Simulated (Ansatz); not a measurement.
BaCuTeF in space group P4/nmm (No. 129; Ba on 2c, Cu on 2a, Te on 2c, F on 2b), plane-wave PAW r²SCAN (Ansatz code). The conduction-band minimum lies at Γ, with 1 equivalent valley. Second derivatives d²E/dk² of the lowest band at one valley (eV·Å²), along Cartesian directions:

| direction | d²E/dk² |
|---|---|
| [100] | 31.92 |
| [010] | 31.92 |
| [001] | 5.568 |
| [110] | 31.97 |
| [101] | 18.76 |
| [011] | 18.76 |

Task: Find the principal effective masses, the density-of-states mass and the conductivity mass.

Result: Off-diagonal terms follow from H_xy = H[110] − (H_xx + H_yy)/2, and m*/mₑ = 7.620 eV·Å² over each eigenvalue: 0.24, 0.24, 1.4. One valley's DOS mass (m₁m₂m₃)^(1/3) = 0.43, conductivity mass 3/(Σ 1/mᵢ) = 0.33 mₑ.

Task: What effective density of states Nc follows at 300 K for parabolic valleys?

Result: Nc = 2.509e19 × 1 × (0.43)^(3/2) ≈ 7.1e18 cm⁻³.

The first step of the workflow began from a Materials Project structure, measured or hypothetical; the Crystallography Open Database copy checked does not list it. Whether it is the stable phase at ambient conditions was not checked. The r²SCAN relaxation kept the symmetry of its start; phonons show weakly imaginary modes. The run is not spin-polarised. No Hubbard U is applied. Spin–orbit coupling is left out wherever it is not named.

Potentials: the earlier of the program's two PAW sets. The files were generated under PBE; for other functionals the program regenerates the frozen cores, and for LDA and PBEsol the local potential too.

Edges and masses are those of Kohn–Sham bands, whose gap is no quasiparticle gap.
